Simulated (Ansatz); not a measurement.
Put Ca₂Nb₂O₅ in P4/mmm (No. 123): Ca on 1c and 1d; Nb on 2g; O on 4i and 1a. The cell of Ca₂Nb₂O₅ is invented: ordered vacancies on the anion sites of perovskite (occupants of the shared sites, in ratio, O: 5, vacant: 1).

Computed with DFT PBE, scalar-relativistic, plane waves, PAW (Ansatz 0.2.0). Cutoff 420 eV, Γ-centred mesh, Gaussian smearing, no spin polarisation.

Formation energies are uncorrected and refer to the elements' standard structures at the same level (O₂ as a molecule).

Problem. Which cell and coordinates does it relax to?

Solution.

Space group P4/mmm (No. 123). a = 4.036 Å, b = 4.036 Å, c = 7.354 Å, α = 90.00°, β = 90.00°, γ = 90.00°
| atom | site | symmetry | x | y | z |
| --- | --- | --- | --- | --- | --- |
| Ca | 1c | 4/mmm | 0.5000 | 0.5000 | 0.0000 |
| Ca | 1d | 4/mmm | 0.5000 | 0.5000 | 0.5000 |
| Nb | 2g | 4mm | 0.0000 | 0.0000 | 0.7145 |
| O | 4i | 2mm. | 0.5000 | 0.0000 | 0.7185 |
| O | 1a | 4/mmm | 0.0000 | 0.0000 | 0.0000 |

Around Ca on its first site lie 12 O at 2.85–2.89 Å and 8 Nb at 3.54 Å; Ca on its second site is surrounded by 8 O at 2.58 Å and 8 Nb at 3.26 Å; around Nb lie 5 O at 2.02–2.10 Å, 1 Nb at 3.15 Å, 4 Ca at 3.26 Å and 4 Ca at 3.54 Å; around O on a site of symmetry 2mm lie 2 Nb at 2.02 Å, 2 Ca at 2.58 Å, 6 O at 2.85–2.89 Å and 2 Ca at 2.89 Å; 1 more site not described. Another local minimum with the same sites may exist.

Problem. And its energy and gap?

Solution. The formation energy is −2.46 eV/atom and the gap on the 10×10×6 mesh of the 9-atom cell is 0 eV (a metal). Whether it is stable depends on the other phases of the system, which aren't compared here.

The last run used Gaussian smearing of 0.10 eV. The cell is a metal run without spin, though a test with spin on the coarse mesh kept 0.3 μB a cell, so a magnetic state probably lies lower. Symmetry constrained the relaxation, so the result can be a saddle point.
